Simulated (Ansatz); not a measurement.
# Which functional gives which lattice for Mg2C3?

Starting cell:

```cif
data_structure
_symmetry_space_group_name_H-M 'C2/m'
_symmetry_Int_Tables_number 12
_cell_length_a 4.8127
_cell_length_b 4.6852
_cell_length_c 5.0238
_cell_angle_alpha 90.000
_cell_angle_beta 104.352
_cell_angle_gamma 90.000
_cell_volume 109.74
loop_
_atom_site_label
_atom_site_type_symbol
_atom_site_symmetry_multiplicity
_atom_site_Wyckoff_symbol
_atom_site_fract_x
_atom_site_fract_y
_atom_site_fract_z
_atom_site_occupancy
Mg1 Mg 4 i 0.30948 0.50000 0.19808 1
C1 C 4 i 0.80219 0.50000 0.26222 1
C2 C 2 d 0.00000 0.50000 0.50000 1
```

Ansatz, plane waves and PAW, scalar-relativistic (no spin–orbit coupling), 8×8×6 k-mesh. No spin polarisation. In the setting of the table the starting cell (space group C2/m) has 3.358 × 3.358 × 5.024 Å, angles 100.2 / 100.2 / 88.5°. Each functional was followed to zero pressure with shape and atoms relaxed, then fitted over four more volumes within ±4 % of it.

**Question.** What cell, stiffness and gap does each give?

**Answer.** 
```json
{"functional": "RPBE + D4", "V0 (Å³/atom)": "10.80", "cell": "3.343 × 3.343 × 4.983 Å, angles 100.1 / 100.1 / 88.2°", "B0 (GPa)": "110", "B′ from the pressures": "4.2", "gap on the mesh": "1.77 eV", "cutoff (eV)": "420"}
{"functional": "PBEsol + D3(BJ)", "V0 (Å³/atom)": "10.49", "cell": "3.310 × 3.310 × 4.931 Å, angles 99.8 / 99.8 / 88.2°", "B0 (GPa)": "118", "B′ from the pressures": "4.2", "gap on the mesh": "1.72 eV", "cutoff (eV)": "420"}
{"functional": "PBE + D4", "V0 (Å³/atom)": "10.80", "cell": "3.339 × 3.339 × 4.999 Å, angles 100.1 / 100.1 / 88.4°", "B0 (GPa)": "110", "B′ from the pressures": "4.3", "gap on the mesh": "1.65 eV", "cutoff (eV)": "420"}
```

The volumes span 2.9 %, from PBEsol + D3(BJ) to PBE + D4, and the stiffness falls as the cell grows.

Caveats: gaps at these levels are rough, and mostly too small.

Points behind the fit for PBEsol + D3(BJ):

```csv
V (Å³/atom),E − Emin (meV/atom),P (GPa)
10.071,6.70,5.27
10.280,1.64,2.50
10.490,0.00,0.01
10.700,1.49,-2.25
10.910,5.77,-4.27
```
